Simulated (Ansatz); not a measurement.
CdTe (rock salt, Fm-3m) under volume change, DFT-LDA in the program Ansatz with PAW potentials, scaled uniformly.

```json
[
 {"V (Å³/atom)": "23.722", "E − E(relaxed) (meV/atom)": "___", "P (GPa)": "___"},
 {"V (Å³/atom)": "24.504", "E − E(relaxed) (meV/atom)": "20.6", "P (GPa)": "4.49"},
 {"V (Å³/atom)": "25.286", "E − E(relaxed) (meV/atom)": "4.8", "P (GPa)": "2.04"},
 {"V (Å³/atom)": "26.068", "E − E(relaxed) (meV/atom)": "0.0", "P (GPa)": "-0.01"},
 {"V (Å³/atom)": "26.850", "E − E(relaxed) (meV/atom)": "4.3", "P (GPa)": "-1.71"},
 {"V (Å³/atom)": "27.632", "E − E(relaxed) (meV/atom)": "16.3", "P (GPa)": "-3.14"},
 {"V (Å³/atom)": "28.414", "E − E(relaxed) (meV/atom)": "___", "P (GPa)": "___"}
]
```

Task: What belongs in the gaps?

Result: 
- 23.722, E − E(relaxed) (meV/atom): 49.4
- 23.722, P (GPa): 7.41
- 28.414, E − E(relaxed) (meV/atom): 34.6
- 28.414, P (GPa): -4.33

Task: What does a third-order Birch–Murnaghan fit give for V₀, B₀ and B′?

Result: V₀ = 26.07 Å³/atom, B₀ = 62.2 GPa, B′ = 5.0.

This is a known high-pressure phase of the composition, computed here at zero pressure and temperature. Symmetry was held in the LDA relaxation; its stability against distortions is not shown here. Spin–orbit coupling is left out wherever it is not named.

Potentials: the earlier of the program's two PAW sets. The files were generated under PBE; for other functionals the program regenerates the frozen cores, and for LDA and PBEsol the local potential too.
